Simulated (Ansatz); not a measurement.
NbP:
Space group I4₁md (No. 109); a = b = 3.320 Å, c = 11.288 Å, α = β = γ = 90.00°

| atom | site | symmetry | x | y | z |
|---|---|---|---|---|---|
| Nb | 4a | 2mm. | 0.0000 | 0.0000 | 0.7502 |
| P | 4a | 2mm. | 0.0000 | 0.0000 | 0.3324 |
(The calculation used a cell of 4 atoms; values per cell refer to that cell.)

Relaxed at zero pressure with plane-wave PAW PBEsol (Ansatz code).

### Question
The volume is raised by 6 % and shape and atoms relax at that volume. What pressure results, and how do the axes share the change?

### Answer
-10.4 GPa; a 1.6 %, b 1.6 %, c 2.7 %; the energy rises by 32 meV/atom.

### Question
Give the new structure.

### Answer

Space group I4₁md (No. 109); a = 3.374 Å, b = 3.374 Å, c = 11.589 Å, α = 90.00°, β = 90.00°, γ = 90.00°

| atom | site | symmetry | x | y | z |
|---|---|---|---|---|---|
| Nb | 4a | 2mm. | 0.0000 | 0.0000 | 0.7498 |
| P | 4a | 2mm. | 0.0000 | 0.0000 | 0.3328 |

The phase is kept; no other phase was compared at this pressure.

Space group I4_1md. Symmetry was held in the PBEsol relaxation; of distortions, only those at the zone centre were tested. The run is not spin-polarised.

Potentials: the earlier of the program's two PAW sets.
